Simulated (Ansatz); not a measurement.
Li (fcc, Cu type)

```xyz
1
Lattice="0.0000 2.1879 2.1879 2.1879 0.0000 2.1879 2.1879 2.1879 0.0000" Properties=species:S:1:pos:R:3 pbc="T T T"
Li     0.0000     0.0000     0.0000
```

The slice is a {110} plane (indices of the conventional cell) through the point (0.000, 0.000, 0.000) (fractional), spanned by u = [100] and v = [1 -1 -1] in vectors of this cell: u (3.09 Å) and v (4.38 Å, at 90° to u). It covers one period; positions are fractions (u, v).

Method: r2SCAN (plane waves to 500 eV, PAW, scalar-relativistic; Ansatz, a first-principles code). k mesh 18×18×18. Inside the PAW spheres the values are not all-electron values, and peaks at nuclei hang on which shells count as valence. Li was relaxed with its symmetry unable to fall. This is one of several known forms of Li; the measured ambient cells at hand have space group No. 229.

Question: What is the valence density on the shortest Li–Li line in this plane (3.09 Å), at its midpoint?

Answer: 0.05 e/Å³.

Question: What is the ELF at the midpoint of the shortest Li–Li line in this plane (3.09 Å)?

Answer: 0.6.

Question: The ELF has a maximum in the middle third of the Li–Li line. Where, and how high?

Answer: 0.55, 1.5 Å from Li.

Question: Sketch the electrostatic potential energy of an electron, from the cell's mean on this plane as a map.

Answer: 
```
|xxxxxx.=++=.xxxxx|
|xxxxxx:+**+:xxxxx|
|xxxxx -+**+- xxxx|
|xxxx :+*##*+: xxx|
|xxx -=*####*=- xx|
|.:-=+**####**+=::|
|+++**########**++|
|#################|
|%%%%###****###%%%|
|@@@%%##****##%%@@|
|@@@%%#******#%%@@|
|@@@%%#**++**#%%@@|
|@@@%%#******#%%@@|
|@@@%%##****##%%@@|
|%%%%###****###%%%|
|#################|
|+++**########**++|
|.::=+**####**+=-:|
|xxx -=*####*=- xx|
|xxxx :+*##*+: xxx|
|xxxxx -+**+- xxxx|
|xxxxxx:+**+:xxxxx|
|xxxxxx.=++=.xxxxx|
|xxxxxx.=++=.xxxxx|
```
Scale: ten equal steps from -0.37 (start of ' ') to 4.05 (end of '@'), in the order ' .:-=+*#%@'. Values: electrostatic potential energy of an electron, from the cell's mean, in eV. The map has 17 points along u (one character each, u = 0 at the left) and 24 along v (v = 0 in the bottom row). Points within 1 Å of a nucleus are blanked (x), as the pseudised field means little there. The zero, the cell's mean, hangs on the PAW cores.
